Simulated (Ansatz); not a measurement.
# Vibrational response of Hf4Te

Method: DFT PBE, scalar-relativistic, plane waves, PAW in Ansatz. Plane waves to 420 eV; Γ-centred k mesh 8×8×2; Gaussian smearing of 0.10 eV. No spin polarisation. Phonons by linear response, acoustic sum rule imposed.

Relaxed structure:
```
Hf Te
1.0
     3.75960    0.00000    0.00000
     0.00000    3.75960    0.00000
     0.00000    0.00000   17.16482
Hf Te
8 2
Direct
  0.00000 0.50000 0.72764
  0.50000 0.00000 0.64173
  0.50000 0.00000 0.82950
  0.00000 0.50000 0.54953
  0.50000 0.00000 0.45047
  0.50000 0.00000 0.27236
  0.00000 0.50000 0.35827
  0.00000 0.50000 0.17050
  0.00000 0.50000 0.90776
  0.50000 0.00000 0.09224
```

The cell was found from a proposed guess, not taken from experiment. In a metal, frequencies depend on the k mesh and the smearing, soft modes most. Spin–orbit coupling is left out, which matters for heavy elements. No dispersion correction is applied, so modes and constants that involve weak contacts between layers, chains or molecules come out too soft.

(1) Is this structure stable against zone-centre distortions?

(2) List the optical modes at Γ (i marks imaginary ones).

Answers

(1) Yes, at Γ: no optical mode is imaginary. Strains and other wave vectors aren't tested by this run.

(2)
```
frequency (cm⁻¹)  degeneracy
              26           2
              41           1
              49           2
              64           2
              73           1
              76           1
              85           2
              91           1
              93           2
             126           1
             127           1
             131           2
             133           2
             135           1
             141           1
             142           2
             143           2
             147           1
```
